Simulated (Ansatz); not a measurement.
# Property card for HfO₂

HfO2:
```yaml
crystal:
  lattice:
    - [3.53706, 0.00000, 0.00000]
    - [0.00000, 3.53706, 0.00000]
    - [0.00000, 0.00000, 5.10232]
  atoms:
    - { symbol: Hf, position: [0.00000, 0.00000, 0.00000] }
    - { symbol: Hf, position: [0.50000, 0.50000, 0.50000] }
    - { symbol: O, position: [0.00000, 0.50000, 0.20369] }
    - { symbol: O, position: [0.00000, 0.50000, 0.70369] }
    - { symbol: O, position: [0.50000, 0.00000, 0.29631] }
    - { symbol: O, position: [0.50000, 0.00000, 0.79631] }
```

Space group P4_2/nmc (No. 137); conventional cell a = 3.537 Å, b = 3.537 Å, c = 5.102 Å, α = 90.00°, β = 90.00°, γ = 90.00°.

Method: DFT-LDA in the program Ansatz with PAW potentials. Structure relaxed to zero pressure with the same functional. Other levels are named where they apply.

### Cell and energy

```
Property                                                      Result
-----------------------------------------------------  -------------
Volume per atom                                             10.64 Å³
Density                                                  10.95 g/cm³
Formation energy from the elements (no fitted shifts)  -3.64 eV/atom
```

### Electronic structure

```
Quantity                                                                   Value
----------------------------------------  --------------------------------------
Band gap                                                      4.48 eV (indirect)
Valence-band maximum                                                        at A
Conduction-band minimum                                                     at Γ
Smallest direct gap on the standard path                                 4.62 eV
Electron effective mass                   0.76, 0.76, 0.98 mₑ (principal values)
```

### Mechanics

```
Item                                                                                                      Result
--------------------------------------------  ------------------------------------------------------------------
Bulk modulus (Birch–Murnaghan fit)                                                                       214 GPa
Pressure derivative B′                                                                                       5.6
Elastic constants (relaxed ions, GPa)         C11 = 418, C12 = 254, C13 = 84.6, C33 = 365, C44 = 37.6, C66 = 191
Mechanical stability                                                      stable (all eigenvalues of C positive)
Hill bulk and shear moduli                                                                      222 and 85.2 GPa
Young's modulus                                                                                          227 GPa
Poisson's ratio                                                                                             0.33
Debye temperature from the elastic constants                                                               423 K
```

### Dielectric response

```
Quantity                                                                     Result
--------------------------------------------------------  -------------------------
Electronic dielectric constant ε∞ (DFPT)                  5.37 (xx = yy), 4.90 (zz)
Static dielectric constant ε0 (ions relaxed, cell fixed)  75.2 (xx = yy), 18.0 (zz)
Born charges (a third of the trace)                             Hf +5.35, O -2.67 e
```

### Phonons

```
Quantity                                                                  Result
--------------------------------------------------  ----------------------------
Highest zone-centre frequency (without LO–TO term)                      677 cm⁻¹
Zone-centre stability                                     no imaginary mode at Γ
Dynamical stability on the path                     stable (no imaginary branch)
Zero-point energy                                                  67.6 meV/atom
Vibrational entropy at 300 K                             20.3 J/(K·mol of atoms)
```

This is a known high-temperature phase of the composition, computed here at zero pressure and temperature. The cell was relaxed with LDA under the symmetry of its start. No spin polarisation was allowed. The references are the lowest solids computed at this level, not always the standard phases (solids in place of the gases). Spin–orbit coupling is left out wherever it is not named.

Potentials: the later of the program's two PAW sets.
